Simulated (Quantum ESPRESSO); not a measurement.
## Mg3Pd2PtMo2 (one composition in several site orders)

A calculation, not a measurement. The program is pw.x of Quantum ESPRESSO 7.5 (plane-wave density functional theory). The cell is made up: eight metal atoms on a face-centred cubic lattice, with elements, volume, strain and displacements drawn at random and not relaxed, so it may be unstable or far from any real phase. PseudoDojo standard norm-conserving files set the functional (PBE unless stated); there is no spin polarisation or spin-orbit coupling, the Fermi-Dirac width of 0.25 eV means electrons at about 2900 K, and the masses in the input are unused placeholders. Heavy elements are run without spin-orbit coupling, which real alloys of them have. A spin test at this wide smearing found no moment, but such smearing suppresses magnetism that the real alloy may have.

The runs put one composition on the sites in different orders. Cell, positions, cutoff, mesh and smearing stay as in the input of run 1; sites are counted in its order. Stress in the tables is positive in tension.

Input of run 1:

```
&control calculation='scf', pseudo_dir='./dojo.nc.sr.pbe.v0_5.standard.upf', outdir='./o', disk_io='medium', tprnfor=.true., tstress=.true. /
&system ibrav=0, nat=8, ntyp=4, nbnd=70, ecutwfc=84.00895049, nosym=.true., tot_charge=0,
 occupations='smearing', smearing='fd', degauss=0.0183746611
/
&electrons conv_thr=1.470e-08, electron_maxstep=70, mixing_beta=0.5 /
ATOMIC_SPECIES
Mg 1.0 Mg.upf
Mo 1.0 Mo.upf
Pd 1.0 Pd.upf
Pt 1.0 Pt.upf
CELL_PARAMETERS angstrom
0.0505 0.0111 -4.1768
-4.1322 -0.0071 0.0505
2.055 8.512 2.041
ATOMIC_POSITIONS angstrom
Mg 0.0385 -0.0422 0.083
Pd -2.243 2.2157 0.0273
Mg -0.0282 4.3688 -0.0033
Pt -1.97 6.3886 0.1066
Pd -2.035 -0.0523 -2.1308
Mg 0.0807 2.1191 -2.0717
Mo -2.1375 4.3417 -2.0143
Mo -0.0614 6.3205 -2.204
K_POINTS automatic
6 6 3 1 1 1
```

| run | elements on sites 1 to 8 | free energy less that of run 1 (eV) | -TS (eV) | pressure (GPa) | stress xx (GPa) | stress yy (GPa) | stress zz (GPa) | stress yz (GPa) | stress xz (GPa) | stress xy (GPa) | iterations |
| --- | --- | --- | --- | --- | --- | --- | --- | --- | --- | --- | --- |
| 1 | Mg Pd Mg Pt Pd Mg Mo Mo | 0.000 | -1.266 | -10.71 | 13.28 | 10.54 | 8.31 | -0.89 | -1.63 | 0.28 | 16 |
| 2 | Mo Pd Mg Mg Pd Mo Mg Pt | 1.056 | -1.430 | -11.46 | 9.37 | 14.06 | 10.95 | -0.21 | -2.04 | 0.02 | 17 |
| 3 | Mg Pt Pd Mg Mg Mo Mo Pd | 1.130 | -1.504 | -10.90 | 12.04 | 12.41 | 8.24 | -0.56 | -1.79 | 0.83 | 17 |
| 4 | Mg Mo Mg Mo Pd Pt Mg Pd | 1.535 | -1.803 | -9.85 | 10.42 | 8.78 | 10.35 | -0.41 | -1.21 | 0.71 | 17 |
| 5 | Mg Mo Pd Pt Pd Mg Mg Mo | 1.660 | -1.843 | -9.20 | 8.11 | 7.79 | 11.70 | -0.31 | -1.48 | -0.13 | 16 |
| 6 | Pt Mg Mo Pd Mo Mg Pd Mg | 1.930 | -2.104 | -9.19 | 10.97 | 7.99 | 8.62 | -0.40 | -1.40 | 0.56 | 16 |

Forces Fx Fy Fz (eV/Å):

| site | run 1 | run 2 | run 3 | run 4 | run 5 | run 6 |
| --- | --- | --- | --- | --- | --- | --- |
| 1 | -0.35 -0.11 -0.21 | -0.24 1.98 -0.12 | -0.26 0.61 -0.60 | -0.45 0.29 -0.20 | -0.49 -0.40 -0.24 | -0.16 0.43 0.10 |
| 2 | 0.45 0.37 0.10 | 0.37 -0.21 0.11 | 0.28 0.32 0.12 | 0.32 -0.83 0.07 | 1.16 0.10 0.27 | 0.97 -0.39 0.10 |
| 3 | -0.07 -0.42 -0.08 | -0.05 -0.75 0.04 | 0.01 -0.98 -0.21 | -0.16 -0.59 0.01 | 0.18 -0.49 -0.10 | -0.05 0.22 -0.22 |
| 4 | -0.35 -0.35 -0.21 | -0.57 1.25 -0.44 | -0.50 -0.79 -0.44 | -0.50 0.56 -0.38 | -0.40 0.04 0.02 | -0.44 0.05 -0.50 |
| 5 | 0.11 -0.17 0.16 | 0.22 0.57 0.09 | 0.23 0.69 0.47 | 0.14 0.13 0.29 | 0.05 0.14 0.08 | 0.09 -0.57 -0.06 |
| 6 | -0.41 -0.18 -0.05 | -0.41 -2.60 -0.17 | -0.08 2.46 0.00 | 0.14 0.20 0.03 | -0.98 -0.02 -0.12 | -0.78 0.16 -0.12 |
| 7 | 0.20 1.77 -0.36 | 0.39 -0.54 -0.25 | -0.06 -2.50 -0.09 | 0.28 -0.21 -0.16 | 0.25 0.12 -0.03 | -0.05 -0.46 0.00 |
| 8 | 0.43 -0.90 0.65 | 0.30 0.31 0.73 | 0.37 0.19 0.76 | 0.23 0.45 0.34 | 0.23 0.51 0.12 | 0.41 0.57 0.70 |

The sites are displaced and not relaxed, so the energy differences hold strain from misfit and are not ordering energies. A rerun of one cell of this series at a higher cutoff and on a denser mesh moved values by no more than 0.007 eV in energy, 0.03 GPa in stress and 0.010 eV/Å in force, and a second program with other atomic files agreed on that cell to 2 % rms in force and 0.5 GPa in pressure.